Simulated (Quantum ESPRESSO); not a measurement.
pw.x input (Quantum ESPRESSO 7.5; LDA, PseudoDojo standard norm-conserving files, scalar-relativistic):

```
&CONTROL
  calculation = 'scf'
  pseudo_dir = './pseudo'
  outdir = './out'
  tprnfor = .true.
  tstress = .true.
/
&SYSTEM
  ibrav = 0
  nat = 2
  ntyp = 1
  ecutwfc = 80.0
  ecutrho = 320.0
  occupations = 'smearing'
  smearing = 'fd'
  degauss = 0.005
  nbnd = 19
/
&ELECTRONS
  conv_thr = 2e-10
/
ATOMIC_SPECIES
As 74.9216 As.upf
CELL_PARAMETERS angstrom
  1.877409890000   1.083923106000   3.704337000000
 -1.877409890000   1.083923106000   3.704337000000
  0.000000000000  -2.167846211000   3.704337000000
ATOMIC_POSITIONS crystal
As   0.224430000000   0.224430000000   0.224430000000
As   0.775570000000   0.775570000000   0.775570000000
K_POINTS automatic
14 14 14 0 0 0
```

End of the output:

```
     total energy              =    -423.89162847 Ry
     estimated scf accuracy    <       0.00000011 Ry
     total energy              =    -423.89162848 Ry
     estimated scf accuracy    <          4.5E-09 Ry
     total energy              =    -423.89162849 Ry
     estimated scf accuracy    <          4.7E-10 Ry
[...]
     the Fermi energy is    10.0799 ev
!    total energy              =    -423.89162849 Ry
     estimated scf accuracy    <          1.0E-11 Ry
     smearing contrib. (-TS)   =      -0.00034578 Ry
     internal energy E=F+TS    =    -423.89128271 Ry
     The total energy is F=E-TS. E is the sum of the following terms:
     one-electron contribution =    -219.82051843 Ry
     hartree contribution      =     123.76424512 Ry
     xc contribution           =     -93.43160408 Ry
     ewald contribution        =    -234.40340531 Ry
     convergence has been achieved in   8 iterations
     Forces acting on atoms (cartesian axes, Ry/au):
     atom    1 type  1   force =     0.00000000    0.00000000    0.00185995
     atom    2 type  1   force =     0.00000000    0.00000000   -0.00185995
     Total force =     0.002630     Total SCF correction =     0.000024
     Computing stress (Cartesian axis) and pressure
          total   stress  (Ry/bohr**3)                   (kbar)     P=      -31.79
  -0.00019580   0.00000000   0.00000000          -28.80        0.00        0.00
   0.00000000  -0.00019580   0.00000000            0.00      -28.80        0.00
  -0.00000000   0.00000000  -0.00025666           -0.00        0.00      -37.76
```

Spin-orbit coupling is not included.

Geometry of the Materials Project entry, not relaxed at this level.
